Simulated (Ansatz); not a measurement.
Space group P4mm (No. 99). a = 4.011 Å, b = 4.011 Å, c = 4.127 Å, α = 90.00°, β = 90.00°, γ = 90.00°
```tsv
atom	site	symmetry	x	y	z
Ba	1a	4mm	0.0000	0.0000	0.9955
Ti	1b	4mm	0.5000	0.5000	0.4812
O	1b	4mm	0.5000	0.5000	0.0315
O	2c	2mm.	0.5000	0.0000	0.5174
```

Equation of state of this BaTiO₃ structure (not necessarily the ground state), with shape and atoms relaxed at each volume where symmetry leaves them free. Computed with DFT PBE+U, scalar-relativistic, plane waves, PAW in Ansatz.

Settings: cutoff 420 eV, Γ-centred mesh 8×8×8 on the computed 5-atom cell, Gaussian smearing of 0.02 eV; U_eff Ti 4.00 eV on the d shells (Löwdin-orthogonalised atomic orbitals); no spin polarisation.

| V (Å³/atom) | E − E(largest V) (meV/atom) | P (GPa) | gap on mesh (eV) |
| --- | --- | --- | --- |
| 11.686 | 73.99 | 23.38 | 2.50 |
| 12.085 | 26.21 | 15.25 | 2.42 |
| 12.483 | -2.88 | 8.38 | 2.33 |
| 12.881 | -16.90 | 3.38 | 2.29 |
| 13.280 | -20.86 | 0.02 | 2.27 |
| 13.678 | -17.92 | -2.24 | 2.27 |
| 14.077 | -10.82 | -3.30 | 2.29 |
| 14.608 | 0.00 | -3.17 | 2.35 |

Fit a third-order Birch–Murnaghan equation to E(V).

V0 = 13.29 Å³/atom, B0 = 87 GPa, B0' = 14.3. B0' is unusual or poorly fixed by this range.

Spin-orbit coupling is left out, which matters for the bands of heavy elements.

Cost: 8 runs of about 16 core-minutes in all, on Intel Xeon Platinum 8375C (Ice Lake) (shared hosts).